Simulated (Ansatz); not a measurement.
Computed with Ansatz 0.2.0, DFT PBE, scalar-relativistic, plane waves, PAW. Settings: cutoff 420 eV, Γ-centred meshes spaced at most about 0.3 Å⁻¹, and about 0.25 Å⁻¹ or finer for metals (2π included), Gaussian smearing. No spin polarisation in the final relaxations.

All energies are static (0 K, no zero-point motion). All come from trial cells, and lower structures may exist.

Problem. These unrelaxed guesses for Ga4TeO are each relaxed within their symmetry. Order them by the energy at which they end, lowest first.
A.

Space group P6/mmm (No. 191). a = 5.573 Å, b = 5.573 Å, c = 4.847 Å, α = 90.00°, β = 90.00°, γ = 120.00°
```tsv
atom	site	symmetry	x	y	z
Ga	4h	3m.	0.3333	0.6667	0.2514
Te	1a	6/mmm	0.0000	0.0000	0.0000
O	1b	6/mmm	0.0000	0.0000	0.5000
```

B.

Space group P4/mmm (No. 123). a = 3.917 Å, b = 3.917 Å, c = 6.793 Å, α = 90.00°, β = 90.00°, γ = 90.00°
```csv
atom,site,symmetry,x,y,z
Ga,2g,4mm,0.0000,0.0000,0.7186
Ga,2f,mmm.,0.5000,0.0000,0.0000
Te,1d,4/mmm,0.5000,0.5000,0.5000
O,1a,4/mmm,0.0000,0.0000,0.0000
```

C.

Space group Cmmm (No. 65). a = 5.396 Å, b = 9.354 Å, c = 4.373 Å, α = 90.00°, β = 90.00°, γ = 90.00°
| atom | site | symmetry | x | y | z |
| --- | --- | --- | --- | --- | --- |
| Ga | 4i | m2m | 0.5000 | 0.3299 | 0.0000 |
| Ga | 4f | ..2/m | 0.2500 | 0.2500 | 0.5000 |
| Te | 2d | mmm | 0.0000 | 0.0000 | 0.5000 |
| O | 2b | mmm | 0.5000 | 0.0000 | 0.0000 |

D.

Space group P-6m2 (No. 187). a = 3.596 Å, b = 3.596 Å, c = 9.265 Å, α = 90.00°, β = 90.00°, γ = 120.00°
```json
{"atom": "Ga", "site": "2g", "symmetry": "3m.", "x": "0.0000", "y": "0.0000", "z": "0.7072"}
{"atom": "Ga", "site": "2i", "symmetry": "3m.", "x": "0.6667", "y": "0.3333", "z": "0.7986"}
{"atom": "Te", "site": "1a", "symmetry": "-6m2", "x": "0.0000", "y": "0.0000", "z": "0.0000"}
{"atom": "O", "site": "1f", "symmetry": "-6m2", "x": "0.6667", "y": "0.3333", "z": "0.5000"}
```

Solution. C (ends in Cmmm, 0 meV/atom), D (ends in P-6m2, 66 meV/atom), B (ends in P4/mmm, 281 meV/atom), A (ends in P6/mmm, 0.40 eV/atom).

These runs have no spin–orbit coupling, which can matter for Te. Cells relaxed within their symmetry can be saddle points. Some structure types and database cells were kept out of the candidates from the start, so a known form may be missing.
